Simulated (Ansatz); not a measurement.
Relax this structure to zero stress and force, keeping its symmetry:

```cif
data_structure
_symmetry_space_group_name_H-M 'I4/mmm'
_symmetry_Int_Tables_number 139
_cell_length_a 4.1700
_cell_length_b 4.1700
_cell_length_c 10.8800
_cell_angle_alpha 90.000
_cell_angle_beta 90.000
_cell_angle_gamma 90.000
_cell_volume 189.19
loop_
_atom_site_label
_atom_site_type_symbol
_atom_site_symmetry_multiplicity
_atom_site_Wyckoff_symbol
_atom_site_fract_x
_atom_site_fract_y
_atom_site_fract_z
_atom_site_occupancy
Ca1 Ca 2 a 0.00000 0.00000 0.00000 1
Mn1 Mn 4 d 0.00000 0.50000 0.25000 1
Ge1 Ge 4 e 0.00000 0.00000 0.38100 1
```

All numbers below come from DFT r2SCAN, scalar-relativistic, plane waves, PAW (Ansatz 0.2.0).

Settings: cutoff 500 eV, Γ-centred mesh 12×12×12 on the computed 5-atom cell, Gaussian smearing of 0.10 eV; collinear spin from starting moments 0 4.11 4.11 -0.14 -0.14 μB.

What does it relax to?

The volume goes up by 0.42 Å³/atom to 19.34 Å³/atom, and the energy falls by 2.5 meV/atom. The cell ends with a moment of 7.64 μB (only this magnetic start was tried). Final structure:
```
Ca Mn Ge
1.0
    -2.10151    2.10151    5.47412
     2.10151   -2.10151    5.47412
     2.10151    2.10151   -5.47412
Ca Mn Ge
1 2 2
Direct
  0.00000 0.00000 0.00000
  0.75000 0.25000 0.50000
  0.25000 0.75000 0.50000
  0.38192 0.38192 0.00000
  0.61808 0.61808 0.00000
```

The state reached may not be the lowest one. The program reads another magnetic order as possibly lower. Only parallel moments were tried here.

Cost: 1 run of about 23 core-minutes, on Arm Neoverse V1 (shared hosts).